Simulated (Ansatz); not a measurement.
## What settings do to one calculation: F started on an O site next to F started on an O site in cubic perovskite BaZrO3, 10 atoms, charge +1

Ansatz (PAW, plane waves), atoms fixed. The base input:

```yaml
crystal:
  lattice:
    - [8.361961, 0.000000, 0.000000]
    - [0.000000, 4.180980, 0.000000]
    - [0.000000, 0.000000, 4.180980]
  atoms:
    - { symbol: Ba, position: [0.963232, 0.985478, 0.023395] }
    - { symbol: Ba, position: [0.504061, 0.977077, 0.984945] }
    - { symbol: Zr, position: [0.256322, 0.477063, 0.491305], spin: 0.25 }
    - { symbol: Zr, position: [0.753165, 0.491955, 0.501502], spin: 0.25 }
    - { symbol: F, position: [0.247193, 0.485476, 0.971695], spin: 0.25 }
    - { symbol: F, position: [0.492747, 0.481658, 0.512180], spin: 0.25 }
    - { symbol: O, position: [0.757927, 0.505521, 0.968575] }
    - { symbol: O, position: [0.992643, 0.502236, 0.512984] }
    - { symbol: O, position: [0.241932, 0.968940, 0.481644] }
    - { symbol: O, position: [0.757237, 0.031478, 0.460166] }
kpoints:
  mp_grid: { grid: [2, 2, 2], shift: [0.5, 0.5, 0.5] }
hamiltonian:
  xc: pbesol
total_charge: 1
magnetization:
  spin_polarized: true
scf:
  occupations: { method: fermi_dirac, width: 0.01 }
output:
  forces: true
  eigenvalues: true
  populations: true
  charged_corrections: { epsilon: 40 }
```

Command:

```sh
ansatz run in.yaml --threads 8 --pin off --max-ram 13300MiB --runs-dir r --events-out ev --progress --plain
```

It converged in 15 iterations and 3.3 s of wall time on 8 threads of a Neoverse-V1 processor, on a host shared with other runs; peak host memory 0.62 GiB; largest force component 6.40 eV/Å. The cutoff was the default, 420 eV. The base isn't a converged reference: it has few k points, and its atoms are unrelaxed. Each run below changes the keys shown and caps the iterations.

```
run                                                                                  changed         ending  iterations  free energy less the base (meV per atom)  rms change of forces (eV/Å)  change of pressure (GPa)  wall time (s, shared host)
  1                                                     initial_magnetization 4, max_iter 50      converged          14                                       0.0                        0.000                         –                     3.5 CPU
  2                                                              width 0.001 eV, max_iter 80      converged          15                                       0.0                        0.000                         –                     3.7 CPU
  3  dr2_threshold 0.01, initial_magnetization 1, xc_grid 2 (2 is the default), max_iter 100      converged           9                                       0.0                        0.003                         –                     3.1 CPU
  4                                                                               max_iter 6  not converged           –                                         –                            –                         –                           –
  5                                                 xc r2scan, n_extra_bands 4, max_iter 100      converged          19                                other zero                        0.362                         –                     9.8 CPU
  6                                                             n_extra_bands 0, max_iter 80        refused           –                                         –                            –                         –                           –
  7                                                     initial_magnetization 8, max_iter 80      converged          14                                       0.0                        0.000                         –                     3.3 CPU
  8                                                             mixing beta 0.01, max_iter 2  not converged           –                                         –                            –                         –                           –
```

«Other zero»: another functional, charge or dispersion term moves the zero of energy, so the difference says nothing of accuracy.

Problem. Which changes leave the result alone, and which of the same physical model moves the forces most?

Solution. The forces move by under 0.002 eV/Å in runs 1, 2, 7. Among the runs with the same functional, charge and dispersion term, none moves them by over 0.01 eV/Å.

Problem. Why did some runs give no result?

Solution. - run 4: did not converge after 6 iterations: dr2 = 1.55e-2 (threshold 1.00e-7), under the density mixer `msr1`, which `scf.mixing.algorithm: auto` chose by the deck's other keys (type `scf.mixing.algorithm: msr1` to keep it);
- run 6: inconsistent input (scf.n_extra_bands, scf.occupations.method): n_bands = 41 leaves no empty band above the 41 bands per channel that the deck's 81 electrons occupy, and the occupations search for the Fermi level (a smearing at a finite width, or tetrahedra): …
- run 8: did not converge after 2 iterations: dr2 = 7.26e1 (threshold 1.00e-7), under the density mixer `msr1`, which `scf.mixing.algorithm: auto` chose by the deck's other keys (type `scf.mixing.algorithm: msr1` to keep it);
